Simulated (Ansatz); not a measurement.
The start is a relaxed MgO cell, doubled along one cell vector, shaken by Gaussian noise of σ = 0.08 Å a coordinate. A full variable-cell relaxation at zero pressure is run with PBE (plane waves to 420 eV, PAW, scalar-relativistic; Ansatz, a quantum-chemistry and plane-wave program). The first steps use a coarse 9×9×5 k-mesh.

The start:
```
MgO
1.0
    0.00000     2.12723     2.12723
    2.12723     0.00000     2.12723
    4.25446     4.25446     0.00000
O Mg
2 2
Direct
  0.51482   0.46868   0.24790
  0.48759   0.51363   0.72613
  0.01504   0.98113   0.98849
  0.01739   0.01143   0.48260
```

Problem. How do the shortest distances between atoms change?

Solution. The closest pairs of elements (up to four, under 3.6 Å), start → end: Mg–O 2.03 → 2.13 Å; O–O 2.88 → 3.01 Å; Mg–Mg 2.95 → 3.01 Å.

Problem. What band gap does the relaxed structure have at this level?

Solution. 4.46 eV, direct at Γ (no spin-orbit coupling).

It ends as:

```cif
data_Mg4O4
_chemical_formula_sum 'O4 Mg4'
_space_group_name_H-M_alt 'Fm-3m'
_space_group_IT_number 225
_space_group_name_Hall '-F 4 2 3'
_cell_length_a 4.25445
_cell_length_b 4.25445
_cell_length_c 4.25445
_cell_angle_alpha 90.000
_cell_angle_beta 90.000
_cell_angle_gamma 90.000
loop_
_atom_site_label
_atom_site_type_symbol
_atom_site_symmetry_multiplicity
_atom_site_Wyckoff_symbol
_atom_site_fract_x
_atom_site_fract_y
_atom_site_fract_z
_atom_site_occupancy
O1 O 4 b 0.50000 0.50000 0.50000 1
Mg1 Mg 4 a 0.00000 0.00000 0.00000 1
```
(The calculation used a cell of 2 atoms; values per cell refer to that cell.)

Final values are on a 13×13×13 k-mesh of the relaxed cell. No spin polarisation in the result.
